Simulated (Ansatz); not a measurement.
Total density of states per atom from the program Ansatz at the r²SCAN level (PAW), in 0.25 eV bins, energy from the valence-band maximum:

| E (eV) | states/eV/atom |
|---|---|
| -7.30 | 0.00 |
| -7.05 | 1.44 |
| -6.80 | 1.56 |
| -6.55 | 0.89 |
| -6.30 | 1.43 |
| -6.05 | 0.68 |
| -5.80 | 0.41 |
| -5.55 | 0.59 |
| -5.30 | 0.00 |
| -5.05 | 0.00 |
| -4.80 | 0.00 |
| -4.55 | 0.00 |
| -4.30 | 0.00 |
| -4.05 | 0.00 |
| -3.80 | 0.00 |
| -3.55 | 0.00 |
| -3.30 | 0.00 |
| -3.05 | 0.00 |
| -2.80 | 0.41 |
| -2.55 | 1.94 |
| -2.30 | 1.77 |
| -2.05 | 0.42 |
| -1.80 | 0.41 |
| -1.55 | 0.92 |
| -1.30 | 1.16 |
| -1.05 | 1.05 |
| -0.80 | 0.27 |
| -0.55 | 0.60 |
| -0.30 | 1.00 |
| -0.05 | 1.06 |
| 0.20 | 0.00 |
| 0.45 | 0.00 |
| 0.70 | 0.00 |
| 0.95 | 0.00 |
| 1.20 | 0.00 |
| 1.45 | 0.00 |
| 1.70 | 0.00 |
| 1.95 | 0.00 |
| 2.20 | 0.00 |
| 2.45 | 0.00 |
| 2.70 | 0.00 |
| 2.95 | 0.00 |
| 3.20 | 0.00 |
| 3.45 | 0.00 |
| 3.70 | 0.00 |
| 3.95 | 0.00 |
| 4.20 | 0.77 |
| 4.45 | 1.03 |
| 4.70 | 0.38 |
| 4.95 | 0.22 |
| 5.20 | 0.18 |
| 5.45 | 0.28 |
| 5.70 | 0.92 |
| 5.95 | 1.26 |
| 6.20 | 0.13 |
| 6.45 | 0.15 |
| 6.70 | 0.50 |
| 6.95 | 0.43 |
| 7.20 | 0.86 |
| 7.45 | 0.87 |
| 7.70 | 0.63 |
| 7.95 | 0.66 |
| 8.20 | 0.58 |
| 8.45 | 0.67 |
| 8.70 | 0.47 |
| 8.95 | 0.30 |

Problem. Which compound is it?
(A) Cs2VHO4, Cmc2_1 (Pearson symbol oS32)
(B) BPO4, I-4 (B on 2d, P on 2a, O on 8g)
(C) CoPdO2, R-3m (Pd on 3a, Co on 3b, O on 6c)
(D) Cu2O, Pn-3m (Cu on 4c, O on 2a)

Solution. A, Cs2VHO4, Cmc2_1 (Pearson symbol oS32). Top 1 eV of the valence band: O 2p 96 %. Bottom 1 eV of the conduction band: V 3d 66 %, O 2p 26 %, outside the projected shells 5 %. Projections are on Löwdin-orthogonalised atomic valence shells; empty p or d shells of many metals are not among them.

The first step of the workflow began from a Materials Project structure, measured or hypothetical; the Crystallography Open Database copy checked does not list it. Whether it is the stable phase at ambient conditions was not checked. The cell was relaxed with r²SCAN under the symmetry of its start; whether a distortion lowers the energy is not shown. The run is not spin-polarised. No Hubbard U is applied. Scalar-relativistic: spin–orbit coupling is off unless named, which matters more the heavier the elements.

Potentials: the later of the program's two PAW sets.
